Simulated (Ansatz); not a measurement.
B in space group I4_132 (No. 214; B on 8a), a = b = c = 4.6393 Å, α = β = γ = 90.00°; the cell used has 4 atoms.

Relaxed with r²SCAN.

Task: Tabulate the valence density and the electron localisation function along the shortest B–B contact (1.64 Å), r²SCAN in the plane-wave PAW code Ansatz.

Result: 

```tsv
distance from B (Å)	density (e/Å³)	ELF
0.16	0.42	0.00
0.25	0.61	0.11
0.33	0.80	0.36
0.41	0.95	0.65
0.49	1.04	0.83
0.57	1.08	0.91
0.66	1.09	0.94
0.74	1.08	0.96
0.82	1.08	0.96
0.90	1.08	0.96
0.98	1.09	0.94
1.07	1.08	0.91
1.15	1.04	0.83
1.23	0.95	0.64
1.31	0.80	0.36
1.39	0.61	0.12
1.48	0.42	0.01
```

The density is the valence pseudo-density with augmentation charge, so density and ELF within about 1 Å of a nucleus are not all-electron values.

The start of the workflow was typed in or built on a structure type; neither database checked (COD, Materials Project) lists it. It is not the phase usual at ambient conditions (space group No. 166). The cell was relaxed with r²SCAN under the symmetry of its start; whether a distortion lowers the energy is not shown.

Potentials: the later of the program's two PAW sets.
